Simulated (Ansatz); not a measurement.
ScCd (CsCl type, Pm-3m), the program Ansatz at the PBE level (PAW), all energies at zero smearing, with the estimated change up to a 700 eV cutoff added, with one set of potentials and settings (totals compare only within such a set). Cell of 2 atoms (1 Sc, 1 Cd): -10390.861 eV.

```json
[
 {"element": "Sc", "reference phase": "P6_3/mmc, 2 atoms in the cell", "E (eV/atom)": "-2135.8097"},
 {"element": "Cd", "reference phase": "P6_3/mmc, 2 atoms in the cell", "E (eV/atom)": "-8254.4547"}
]
```

Formation energy per atom, worked out: (-10390.861 − 1×(-2135.8097) − 1×(-8254.4547))/2 = -0.298 eV/atom (-29 kJ per mol of atoms), at 0 K, without zero-point energy or fitted corrections.

The first step of the workflow began from a Materials Project structure, measured or hypothetical; the Crystallography Open Database copy checked does not list it. With Sc and Cd taken as one species the cell has the higher symmetry Im-3m, so it may be an ordered model of a mixed-site phase. Its standing as an ambient phase is unchecked. The PBE relaxation kept the symmetry of its start; of distortions, only those at the zone centre were tested. No spin polarisation was allowed. The references are the lowest solids computed at this level, not always the standard phases.

Potentials: the later of the program's two PAW sets.
